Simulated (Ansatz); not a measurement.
# Ca: one input, then a changed one

The geometry is COD entry 9011034, unchecked; take it as a test cell. It was measured hot, at 740 K. The listed cell was then made from it by scaling, straining or moving an atom.

First run: DFT, PBEsol, PAW with Ansatz's default frozen-core files, scalar-relativistic (Ansatz 0.2.0).

Command: `ansatz run input.yaml --threads 1 --pin off --max-ram 2048MiB --backend cpu --events-out ev --progress --plain --runs-dir out` The run took about 4.5 s on 1 thread of a shared machine.

```yaml
crystal:
  lattice:
    - [-2.2694770646, 2.2694770646, 2.2694770646]
    - [2.2694770646, -2.2694770646, 2.2694770646]
    - [2.2694770646, 2.2694770646, -2.2694770646]
  atoms:
    - { symbol: Ca, position: [0.0, 0.0, 0.0] }
kpoints:
  mp_grid: { grid: [10, 10, 10] }
scf:
  occupations: { method: fermi_dirac, width: 0.05 }
hamiltonian:
  xc: pbesol
  pseudopotentials: { kind: paw }
output:
  forces: true
  stress: true
  efg: { contact_densities: true }
relax:
  f_tol: 0.005
  max_steps: 80
  cell: {}
```

Result: converged; relaxed volume 40.453 Å³/atom; 24 SCF iterations in all.

The input is then changed:

```diff
@@ -7,7 +7,8 @@
     - { symbol: Ca, position: [0.0, 0.0, 0.0] }
 kpoints:
-  mp_grid: { grid: [10, 10, 10] }
+  mp_grid: { grid: [5, 5, 5] }
 scf:
-  occupations: { method: fermi_dirac, width: 0.05 }
+  occupations: { method: methfessel_paxton, width: 0.005 }
+  eigensolver: { kind: davidson }
 hamiltonian:
   xc: pbesol
```

**Question.** What does the second run give?

**Answer.** It converged; energy at zero smearing +12.4 meV/atom from the first run; relaxed volume 40.698 Å³/atom; 20 SCF iterations in all. Some of these settings are too coarse for converged properties.
